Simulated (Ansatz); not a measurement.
**Question.** Name crystals whose computed values (DFT-r²SCAN in the program Ansatz with PAW potentials) fall in these windows: gap (eV) 1.2 to 1.5; electron conductivity mass (mₑ) 0.067 to 0.083.

**Answer.** 

```tsv
crystal	gap (eV)	electron conductivity mass (mₑ)
AlGa3As4, P-4m2 (Pearson symbol tP8)	1.29	0.076
```
Others may fit too.

Typed or built starts, not in the databases checked: AlGa3As4, P-4m2 (Pearson symbol tP8). The cell was relaxed under the symmetry of its start. Scalar-relativistic: spin–orbit coupling is off unless named, which matters more the heavier the elements.

Potentials: the earlier of the program's two PAW sets.
